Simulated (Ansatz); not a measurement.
# DyHg2 (AlB2-type structure)

The computed numbers are results of PBEsol, scalar-relativistic (collinear spin) in the plane-wave PAW code Ansatz at 420 eV, Γ-centred 8×8×8 mesh, 0.05 eV Gaussian smearing; PAW files: Ansatz's generated set soft_2.

```xyz
3
Lattice="4.8856 0.0000 0.0000 -2.4428 4.2311 0.0000 0.0000 0.0000 3.3964" Properties=species:S:1:pos:R:3 pbc="T T T"
Dy    0.0000    0.0000    0.0000
Hg    0.0000    2.8207    1.6982
Hg    2.4428    1.4104    1.6982
```

The start was a prototype's sites filled with these elements; the Crystallography Open Database holds the compound in this structure.

Magnetic state: ferromagnetic, site spin moments Dy 4.61 μB.

Path: Γ–M–K–Γ–A–L–H–A | L–M | H–K, with Γ = (0.000, 0.000, 0.000), M = (0.500, 0.000, 0.000), K = (0.333, 0.333, 0.000), A = (0.000, 0.000, 0.500), L = (0.500, 0.000, 0.500), H = (0.333, 0.333, 0.500) in reciprocal vectors of the calculation's cell.

Is it a metal or an insulator, and if it has a gap, where are the band edges on this path?

A metal: bands cross the Fermi level.

Bands as a text map, energy in eV from the Fermi level (dashes), each leg drawn with the same width, + spin up, o spin down, # both:
```
  5.57 |+     +              +o   o+  ## +o    +oo o#+#o     +o +     o    
  5.14 |oooooooooo        oooo#   #   ##o +ooo  + o++o++  ooo +oooooo +    
  4.71 |##   +    ooo  oo#  o#+    # oo +     ooo#+oo+ oo  ++  +   ++oo    
  4.29 |++#+#+++++++ oo +++##+o   +# #+  o #####+#o++  ++ #oo   +++oo++oooo
  3.86 |  ###ooooooo#++#oo##  +o o  #o  o#oo#++#o#+oooo ##o##o#   o++  ++++
  3.43 |   ##+   +++++ ++#++   #    ##oo+#+++#####o##++oo#+###o  o ooo     
  3.00 |     ####oo    oo+#    +o+  +#++o+     ++++++o +++  +##o###+++o    
  2.57 |   #o ++++########+     +  o## o+            +o ##   ++#+++   +ooo#
  2.14 |    +#oooo+++  ++  #     o # +#+              +##      +#oo    +#+ 
  1.71 |  #   ++++               +#oo +o               + o    o  ++    # o 
  1.29 | o        ooooooo   o    o+++o +              o o+   o#       o + o
  0.86 |o#ooooooooo#####oooo#ooo##ooo#oo#ooooooooooooo#o#oooo##ooooooo#oo##
  0.43 |#oooooooo##ooooo##ooo#### oooo+oo#ooooooooooo#o+ooooooooooooo#ooooo
  0.00 |####oooo#ooooooooo#####o#ooooo##oo#oooooo##o#o##oooo#oo#ooo#ooooooo
 -0.43 |oo  +++#            ooo#o#o     # o##########+ o  ##o   ++###      
 -0.86 |#####oo #         o###+        # #o######+ #      #oo###oo   #     
 -1.29 | #       o        + #     o     + ##+       # #   #++              
 -1.71 |         +       #        +     o#           #                #    
 -2.14 |  #       #     o  #            ##           #                 o   
 -2.57 |+++#+++++++#+++++++++++++++#+++#++##++++++++++#+++#+++++++++++++#++
 -3.00 |++++++++++++##+#++#+++++++    #+++++###     #++#  +#+++++++   +++#+
 -3.43 |++++#+++++++++#+++++++++++++##+++++++++##++#++++##++#+++++++++++++#
 -3.86 |                 #                    +++##+        +      #       
 -4.29 |     #          #                o######## ##     ## #      #      
 -4.71 |      o        #            #####+           #####  # #      ##    
 -5.14 |      +     ###            o                         ###       ####
 -5.57 |       ######+ #           +                            ###        
 -6.00 |      o++   ####          o ###   ############ +###      ++########
        Γ      M      K      Γ      A      L      H      AL       MH      K
```

Without a U the open 4f shell is pinned at the Fermi level, an artefact: in the real crystal it splits into occupied and empty levels away from it, and its large orbital moment is missing here. No spin–orbit coupling, a notable omission for heavy elements. The run wasn't fully tested for a lower electronic state. Site moments are of spin, integrated over atomic spheres. Only parallel moments were tried, so the real magnetic order may be another.

A lower state of the open shells can't be excluded, and forces and pressures are less sure for it.
